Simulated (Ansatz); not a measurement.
Theory: DFT PBE, scalar-relativistic, plane waves, PAW in Ansatz. Settings: cutoff 420 eV, Γ-centred meshes spaced at most about 0.3 Å⁻¹, and about 0.25 Å⁻¹ or finer for metals (2π included), Gaussian smearing. Collinear spin in cells that started with moments and kept them past the coarse steps, no spin elsewhere.

These are static total energies at zero pressure.

Two relaxed structures of CrB2RuN:

1. (site moments Cr 0.3; Ru 0.9 μB)

```yaml
crystal:
  lattice:
    - [3.90323, 0.00000, 0.00000]
    - [0.00000, 3.90323, 0.00000]
    - [0.00000, 0.00000, 3.53074]
  atoms:
    - { symbol: Cr, position: [0.00000, 0.00000, 0.00000] }
    - { symbol: B, position: [0.00000, 0.50000, 0.00000] }
    - { symbol: B, position: [0.50000, 0.00000, 0.00000] }
    - { symbol: Ru, position: [0.50000, 0.50000, 0.50000] }
    - { symbol: N, position: [0.00000, 0.00000, 0.50000] }
```

2. (site moments Cr 1.6; Ru 0.1 μB)

```yaml
crystal:
  lattice:
    - [-1.95120, 2.14334, 2.70431]
    - [1.95120, -2.14334, 2.70431]
    - [1.95120, 2.14334, -2.70431]
  atoms:
    - { symbol: Cr, position: [0.50000, 0.50000, 0.00000] }
    - { symbol: B, position: [0.77488, 0.27488, 0.50000] }
    - { symbol: B, position: [0.22512, 0.72512, 0.50000] }
    - { symbol: Ru, position: [0.00000, 0.00000, 0.00000] }
    - { symbol: N, position: [0.50000, 0.00000, 0.50000] }
```

Problem. Which is lower in energy, and by how much?

Solution. Cell 2 is lower, by 1.07 eV/atom. Cell 1 has space group P4/mmm (No. 123), 10.8 Å³/atom and no gap on its mesh; cell 2 has space group Immm (No. 71), 9.0 Å³/atom and no gap. Counting B or N atoms around Cr and Ru (for each partner element, those within 1.25 times its shortest distance or 1.15 times the sum of covalent radii, where it is the nearest in units of that sum or under 1.3; a plus sign parts groups by distance over the sum of covalent radii), cell 1 has Cr 6, Ru 12 and cell 2 has Cr 2+8, Ru 6+4. The denser one is the lower, and pressure would at first widen the difference. Even the lower one lies +0.22 eV/atom against the reference forms of the elements (uncorrected), so neither is stable at this level. In cell 1, Cr has 2 N at 1.77 Å and 4 B at 1.95 Å; B has 2 Cr at 1.95 Å, 4 N at 2.63 Å and 4 Ru at 2.63 Å; Ru has 8 B at 2.63 Å and 4 N at 2.76 Å; N has 2 Cr at 1.77 Å, 8 B at 2.63 Å and 4 Ru at 2.76 Å. In cell 2, Cr is surrounded by 2 N at 1.95 Å, 8 B at 2.45–2.47 Å, 2 Ru at 2.70 Å and 4 Ru at 2.90 Å; B has 1 N at 1.49 Å and 2 Ru at 2.30 Å; Ru is surrounded by 2 N at 2.14 Å, 4 B at 2.30 Å, 4 B at 2.61 Å, 2 Cr at 2.70 Å and 4 Cr at 2.90 Å; around N lie 2 B at 1.49 Å, 2 Cr at 1.95 Å and 2 Ru at 2.14 Å. Both come from invented guesses.

The magnetic state reached may not be the lowest. Cells relaxed within their symmetry can be saddle points. Some types were kept out of the candidates beforehand, so the set may lack a known form.
